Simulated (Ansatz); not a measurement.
Ge (diamond)

```yaml
crystal:
  lattice:
    - [0.00000, 2.88111, 2.88111]
    - [2.88111, 0.00000, 2.88111]
    - [2.88111, 2.88111, 0.00000]
  atoms:
    - { symbol: Ge, position: [0.50000, 0.50000, 0.50000] }
    - { symbol: Ge, position: [0.75000, 0.75000, 0.75000] }
```

The atoms are displaced by Q × the pattern below (from a DFPT mode at Γ, largest move 1; Q in Å), at fixed cell. It is one choice among 3 degenerate patterns.

```tsv
atom	x	y	z
Ge1	0.000	0.000	-1.000
Ge2	0.000	0.000	1.000
```

Calculation: PBE (plane waves to 420 eV, PAW, scalar-relativistic; Ansatz, a program for electronic structure). k mesh 14×14×14 (Γ-centred), Fermi-Dirac smearing 0.05 eV. E stands for the smeared free energy. With partly filled bands, energies and forces of such displacements shift with the k mesh and the smearing. Ge was relaxed with its symmetry unable to fall. The PAW data are Ansatz's earlier set. The zero of ΔE is the undisplaced structure. The last digit holds for this mesh only.

| Q (Å) | ΔE (meV/cell) |
|---|---|
| -0.1000 | 196.8 |
| -0.0833 | 137.2 |
| -0.0667 | 88.0 |
| -0.0500 | 49.5 |
| -0.0333 | withheld |
| -0.0167 | 5.5 |
| 0.0000 | 0.0 |
| 0.0167 | 5.5 |
| 0.0333 | withheld |
| 0.0500 | 49.5 |
| 0.0667 | 88.0 |
| 0.0833 | 137.2 |
| 0.1000 | 196.8 |

### Question
Fit an even polynomial form (powers 2, 4) to the given rows and predict ΔE at Q = -0.0333.

### Answer
Least squares on the 11 given rows: ΔE = (19890)·Q² + (-20000)·Q⁴, in meV/cell with Q in Å; root-mean-square residual 0.10 meV/cell. At -0.0333 the fit gives 22.0 meV/cell; the calculation gives 21.9 meV/cell, so the interpolation is off by 0.1 (+0.5 %). The quadratic term alone would give 22.1 meV/cell.

(A displaced cell: forces are minus the slopes of the energy, force constants its curvatures, and phonons follow from these.)
